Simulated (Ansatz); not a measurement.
## RuN₂: computed property card

RuN2:
```cif
data_N4Ru2
_chemical_formula_sum 'Ru2 N4'
_space_group_name_H-M_alt 'Pnnm'
_space_group_IT_number 58
_space_group_name_Hall '-P 2 2n'
_cell_length_a 4.06706
_cell_length_b 4.88757
_cell_length_c 2.70941
_cell_angle_alpha 90.000
_cell_angle_beta 90.000
_cell_angle_gamma 90.000
loop_
_atom_site_label
_atom_site_type_symbol
_atom_site_symmetry_multiplicity
_atom_site_Wyckoff_symbol
_atom_site_fract_x
_atom_site_fract_y
_atom_site_fract_z
_atom_site_occupancy
Ru1 Ru 2 a 0.00000 0.00000 0.00000 1
N1 N 4 g 0.12165 0.40891 0.00000 1
```

Space group Pnnm (No. 58); conventional cell a = 4.067 Å, b = 4.888 Å, c = 2.709 Å, α = β = γ = 90.00°.

Method: plane-wave PAW r²SCAN (Ansatz code). Geometry: relaxed at this level of theory. Other levels are named where they apply.

### Cell and energy

```
Quantity                                                     Result
-----------------------------------------------------  ------------
Volume per atom                                             8.98 Å³
Density                                                  7.96 g/cm³
Formation energy from the elements (no fitted shifts)  0.27 eV/atom
```

### Electronic structure

```
Quantity                                                                    Result
------------------------------------  --------------------------------------------
Electronic character                                             metallic (no gap)
Density of states at the Fermi level  0.33 states/eV per atom (mean over ±0.08 eV)
Gap with spin–orbit coupling                                       none (metallic)
```

### Mechanics

```
Quantity                             Result
----------------------------------  -------
Bulk modulus (Birch–Murnaghan fit)  300 GPa
Pressure derivative B′                  5.3
```

### Phonons

```
Item                                           Result
-----------------------------  ----------------------
Highest zone-centre frequency               1023 cm⁻¹
Zone-centre stability          no imaginary mode at Γ
```

### Charges

```
Item                         Value
-------------  -------------------
Bader charges  Ru +1.22, N -0.61 e
```

The first step of the workflow began from a Materials Project structure, measured or hypothetical; the Crystallography Open Database copy checked does not list it. Whether it is the stable phase at ambient conditions was not checked. The cell was relaxed with r²SCAN under the symmetry of its start. The run is not spin-polarised. Its formation energy is positive at this level, so the cell may be metastable or incomplete. As this level gives no gap, phonon frequencies hold no LO–TO term and depend on the k-mesh and smearing (Fermi–Dirac, 0.1 eV here). The references are the lowest solids computed at this level, not always the standard phases (solids in place of the gases). Spin–orbit coupling is left out wherever it is not named.

Potentials: the later of the program's two PAW sets.
